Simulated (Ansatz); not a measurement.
**Si3N4 stretched along one axis: stress and gap**

Cell: a structure deposited in the COD, its atoms then relaxed with PBE in this cell.

```
Si N
1.0
     7.61700    0.00000    0.00000
    -3.80850    6.59652    0.00000
     0.00000    0.00000    2.91340
Si N
6 8
Direct
  0.17405 0.76794 0.25000
  0.40611 0.17405 0.75000
  0.23206 0.40611 0.25000
  0.82595 0.23206 0.75000
  0.59389 0.82595 0.25000
  0.76794 0.59389 0.75000
  0.33333 0.66667 0.25000
  0.66667 0.33333 0.75000
  0.32979 0.03000 0.25000
  0.29979 0.32979 0.75000
  0.97000 0.29979 0.25000
  0.67021 0.97000 0.75000
  0.70021 0.67021 0.25000
  0.03000 0.70021 0.75000
```

Atoms are numbered from 1 in the order listed; like atoms form one site, named after its first atom.

Computed with Ansatz: DFT, PBE, plane waves and PAW, scalar-relativistic, 420 eV cutoff, Γ-centred 4×4×9 k-points, Fermi–Dirac smearing 0.02 eV.

The cell is stretched along z (the third Cartesian axis of the run's cell), x and y held, and the ions relax again each time. Tension counts as positive.

| strain along z (%) | stress along z (GPa) | stress along x (GPa) | gap on the k-mesh (eV) |
| --- | --- | --- | --- |
| -3 | -21.3 | -7.9 | 4.56 |
| -2 | -15.2 | -6.6 | 4.60 |
| -1 | -9.3 | -5.3 | 4.52 |
| 0 | -3.7 | -4.1 | 4.32 |
| +1 | 1.5 | -3.0 | 4.12 |
| +2 | ? | ? | ? |
| +3 | 11.2 | -0.8 | 3.72 |

Q: Estimate the row at +2 % from the others.

A: stress along z (GPa): 6.5; stress along x (GPa): -1.9; gap on the k-mesh (eV): 3.92. Worked: parabolas through the other 6 rows give 6.5 and -1.9 GPa at +2 %. Their slopes at zero strain are 542 GPa (the stiffness along z) and 119 GPa (the coupling of z to x). They hold at this cell, where the calculated pressure is 4.0 GPa. The gap doesn't change in one direction over the range: it is largest at -2 % (4.60 eV) and smallest at +3 % (3.72 eV), so no single slope describes it.

PBE gaps are too small, by a third to a half in many semiconductors; their changes with strain are better.

All values belong to this cell and structure model.
